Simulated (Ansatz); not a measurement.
MoIr:
```yaml
crystal:
  lattice:
    - [2.73566, 0.00000, 0.00000]
    - [0.00000, 2.73566, 0.00000]
    - [0.00000, 0.00000, 3.88330]
  atoms:
    - { symbol: Ir, position: [0.00000, 0.00000, 0.00000] }
    - { symbol: Mo, position: [0.50000, 0.50000, 0.50000] }
```

This is the PBEsol-relaxed structure. Tensor components refer to the Cartesian frame of this cell.

Question: All from PBEsol in the plane-wave PAW code Ansatz, unless another level is named. Give the Young's modulus.

Answer: 488 GPa.

Question: And the elastic constants (relaxed ions, GPa)?

Answer: C11 = 677, C12 = 99.6, C13 = 237, C33 = 563, C44 = 243, C66 = 102.

Space group P4/mmm (L1₀ or tetragonal B2). The start of the workflow was typed in or built on a structure type; neither database checked (COD, Materials Project) lists it. COD files the formula under space group No. 51. Its standing as an ambient phase is unchecked. The cell was relaxed with PBEsol under the symmetry of its start; its stability against distortions is not shown here. The run is not spin-polarised. As this level gives no gap, shear constants depend on the k-mesh and smearing (Fermi–Dirac, 0.1 eV here). Spin–orbit coupling is left out wherever it is not named.

Potentials: the earlier of the program's two PAW sets. The files were generated under PBE; for other functionals the program regenerates the frozen cores, and for LDA and PBEsol the local potential too.
